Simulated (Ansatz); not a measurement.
This La5N structure is the end of a relaxation. The cell was found from a structure generator's guess, not taken from experiment.

These are results of DFT PBE, scalar-relativistic, plane waves, PAW (Ansatz 0.2.0), not measurements. Cutoff 420 eV, Γ-centred mesh, Gaussian smearing, no spin polarisation.

```
La N
1.0
     0.00000    4.99256    4.99256
     4.99256    0.00000    4.99256
     4.99256    4.99256    0.00000
La N
5 1
Direct
  0.35002 0.88333 0.88333
  0.88333 0.35002 0.88333
  0.88333 0.88333 0.35002
  0.88333 0.88333 0.88333
  0.25000 0.25000 0.25000
  0.75000 0.75000 0.75000
```

The zero of energy is the elements' standard structures at the same level (N₂ as a molecule); no fitted shifts are applied.

**Question.** What space group does it have?

**Answer.** F-43m (No. 216). Conventional cell: a = 9.985 Å. La on a site of symmetry 3m is surrounded by 1 N at 2.31 Å, 3 La at 3.30 Å, 3 La at 3.77 Å and 3 La at 4.12 Å; La on a site of symmetry -43m is surrounded by 12 La at 4.12 Å; N is surrounded by 4 La at 2.31 Å.

**Question.** How far does it lie from the elements in energy?

**Answer.** +0.23 eV/atom. The separate elements lie lower, so it is unstable against them.

**Question.** Is it a metal?

**Answer.** Yes, bands cross the Fermi level on the 8×8×8 mesh.

The last run used an 8×8×8 mesh for its 6-atom cell and Gaussian smearing of 0.10 eV. The cell is a metal run without spin; a magnetic state may lie lower. A structure relaxed within its symmetry needn't be a true minimum.
